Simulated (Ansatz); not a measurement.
A geometry of Hf away from equilibrium: step 2 of the relaxation of a relaxed Hf cell, doubled along one cell vector, shaken by Gaussian noise of σ = 0.08 Å a coordinate. Computed with PBEsol (plane waves to 420 eV, PAW, scalar-relativistic; Ansatz, a program for electronic structure). Γ-centred k-mesh 13×7×13 on the run's cell (coarser than for final values), Fermi–Dirac smearing 0.05 eV.

```xyz
2
Lattice="-0.0157 2.2233 2.2193 4.3874 0.0319 4.3753 2.2079 2.2058 0.0017" Properties=species:S:1:pos:R:3:forces:R:3 pbc="T T T" free_energy=-31197.449 pressure_GPa=1.2
Hf     2.2223     2.1834     2.3175   -0.2930    0.2601   -0.2865
Hf     4.3296     2.2609     4.4518    0.2930   -0.2601    0.2865
```

Positions in Å, forces in eV/Å, free energy of the cell in eV (comparable only within this code, potentials and settings). Largest force: 0.49 eV/Å, on Hf1, Hf2 (atoms numbered as listed); the geometry lies 0.02 eV/atom above the end of its relaxation.

No spin polarisation in the result.

The run could not lose the symmetry of its start, so the end can be a saddle point.

The end of the path is a generated cell of Hf: the first start was made by a random draw of sites in a space group, and the end was not matched to a known phase here, so it may be hypothetical. Known forms of Hf include space group No. 194.
